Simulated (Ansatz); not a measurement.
InAg3 (Cu3Au type, Pm-3m) under volume change, the program Ansatz at the LDA level (PAW), scaled uniformly.

```tsv
V (Å³/atom)	E − E(relaxed) (meV/atom)	P (GPa)
15.510	65.0	15.03
16.021	27.0	9.02
16.533	6.3	4.08
17.044	0.0	0.01
17.555	5.4	-3.29
18.067	20.3	-5.94
18.578	42.8	-8.07
```

### Question
What does a third-order Birch–Murnaghan fit give for V₀, B₀ and B′?

### Answer
V₀ = 17.05 Å³/atom, B₀ = 121 GPa, B′ = 5.8.

The first step of the workflow began from a Materials Project structure, measured or hypothetical; the Crystallography Open Database files this formula in space group No. 221, but the cells were not matched. Whether it is the stable phase at ambient conditions was not checked. Symmetry was held in the LDA relaxation; of distortions, only those at the zone centre were tested. No spin polarisation was allowed.

Potentials: the later of the program's two PAW sets.
